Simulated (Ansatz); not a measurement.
Input file for Ansatz (a quantum-chemistry and plane-wave program):

Ansatz 0.2 input:
```yaml
crystal:
  lattice:
    - [4.1641437617, 0.0, 0.0]
    - [-2.0820718809, 3.6062542827, 0.0]
    - [0.0, 0.0, 6.7658122677]
  atoms:
    - { symbol: Cd, position: [0.6666666667, 0.3333333333, 0.0010812047] }
    - { symbol: Cd, position: [0.3333333333, 0.6666666667, 0.5010812047] }
    - { symbol: S, position: [0.6666666667, 0.3333333333, 0.6241187953] }
    - { symbol: S, position: [0.3333333333, 0.6666666667, 0.1241187953] }
kpoints:
  mp_grid: { grid: [8, 8, 4] }
hamiltonian:
  xc: r2scan
  pseudopotentials: { kind: paw }
scf:
  occupations: { method: fixed }
checkpoint: { read: static.run }
output: { write_density: true, elf: true, volumetric_format: npy }
basis: { fft_grid_basis: typed }
```

Output (shortened):

```
Pseudopotential: Cd, paw, valence charge 20
Pseudopotential: S, paw, valence charge 6
Functional definition: r2SCAN
Crystal: 4 atoms, lattice volume = 101.602 Å³
Basis set: ecut = 500 eV, 2575 PW (Γ), exchange–correlation on 128×128×200 points (64 copies of the dense FFT grid, shifted against one another)
Bands: 32, of which v1, the nominal top of the filled ones, is band 26 counted from 1 (25 counted from 0)
Symmetry: 12 space group operations
Space group: P63mc (ITA 186), of the structure as read, at distance tolerance 4.7e-5 Å
k-points: 30 of 256 (time reversal used)
Stability of the state it starts from, as read at its close in the unpolarized treatment …
iter 1 solved again at ethr=7.50e-8 eV; its pass at ethr=3.10e-3 eV (dr2=3.90e-5 eV) is discarded
SCF iter   1: F=—  HF=-18351.231674 eV  |F-HF|=—  |Δ(HF+E_count)|=         —  Δρ=6.89e-7  dr2=3.75e-10  dr2_τ=2.06e-11  ethr=7.50e-8  ⟨swp⟩=3.0  Hψ=5760  notcnv=0  defer=119
preconditioner: auto → Resta (q_TF=auto, 2.440 Å⁻¹)
SCF iter   2: F=-18351.231674 eV  HF=-18351.231674 eV  |F-HF|=3.27e-11  |Δ(HF+E_count)|=   2.50e-9  Δρ=4.33e-7  dr2=1.28e-10  dr2_τ=2.37e-11  ethr=1.00e-12  ⟨swp⟩=9.3  Hψ=4527  notcnv=0
SCF 1 converged in 2 iterations: F = -18351.231674 eV  dr2 = 1.28e-10
SCF converged after 2 iterations
Free energy (F): -18351.231674 eV
Harris-Foulkes:  -18351.231674 eV  (|F-HF|=3.27e-11)
Internal energy: -18351.231674 eV  (E = F + TS)
E sigma→0 (E₀):  -18351.231674 eV
Fermi energy:    6.308355 eV
--- Per-component energies (eV) ---
  E_band       = -1082.001667
  E_kinetic    = 1223.480032
  E_local      = -8109.442948  (includes V_loc(G=0)·N_el)
  E_nonlocal   = 126.346161
  E_hartree    = 3723.953361
  E_xc         = -519.772941
  E_vxc        = -680.203552  (∫ρ·V_xc dr)
  E_paw        = -9431.898971  (= ΣΔE_a)
  E_vpaw       = -1133.528486  (= ΣTr[D̂ρ^β])
  E_aug_tail   = 0.000013  (compensation charges beyond the density's cutoff)
  E_vtau       = 43.439309  (kinetic-family band-sum trace: ∫τ·v_τ [+ j·A + Jᵃ·Aᵃ] dr)
  E_ewald      = -5362.547305
  E_core_change = -1.349075  (= ΣΔE_core)
  E_smearing   =  0.000000  (= −TS)
  E_closure    = 0.000000  (closes the sum)
  Σ components = -18351.231674   (vs F -18351.231674, Δ=0.00e0)
  [band-id]    e_kinetic+e_local+e_nonlocal+2·e_hartree+e_vxc+e_vpaw+e_augmentation_tail+e_vtau = -1082.002749   (vs E_band -1082.001667, Δ=-1.08e-3)
--- Band table (eV; the first three rows and the last of 30) ---
  k-point 0: bands = ["-97.7198", "-97.7198", "-57.8836", "-57.8831", "-57.8831", "-57.8830", "-57.8830", "-57.8830", "-6.4086", "-5.9942", "-1.5812", "-1.5767", "-1.5767", "-1.4915", "-1.4915", "-1.1612", "-1.1612", "-1.0756", "-1.0756", "-0.7369", "2.0271", …
  k-point 1: bands = ["-97.7198", "-97.7198", "-57.8835", "-57.8831", "-57.8831", "-57.8831", "-57.8830", "-57.8830", "-6.3464", "-6.0525", "-1.5672", "-1.5672", "-1.5313", "-1.5071", "-1.5071", "-1.1462", "-1.1462", "-1.0855", "-1.0855", "-0.9897", "2.6241", …
  k-point 2: bands = ["-97.7198", "-97.7198", "-57.8833", "-57.8833", "-57.8831", "-57.8831", "-57.8831", "-57.8831", "-6.1975", "-6.1975", "-1.5402", "-1.5402", "-1.5402", "-1.5402", "-1.3435", "-1.3435", "-1.1133", "-1.1133", "-1.1133", "-1.1133", "3.9086", …
  k-point 29: bands = ["-97.7198", "-97.7198", "-57.8836", "-57.8836", "-57.8833", "-57.8833", "-57.8832", "-57.8832", "-5.9040", "-5.9040", "-1.3986", "-1.3986", "-1.3728", "-1.3728", "-1.1735", "-1.1735", "-1.1245", "-1.1245", "-0.6143", "-0.6143", …
```

Cost: about 13 core-seconds (a rough figure) on shared cores.

Space group P6_3mc (wurtzite). The r²SCAN relaxation kept the symmetry of its start; phonons on a q-mesh show no instability. Scalar-relativistic: spin–orbit coupling is off unless named, which matters more the heavier the elements.

Potentials: the later of the program's two PAW sets.

Ansatz is a plane-wave DFT program.
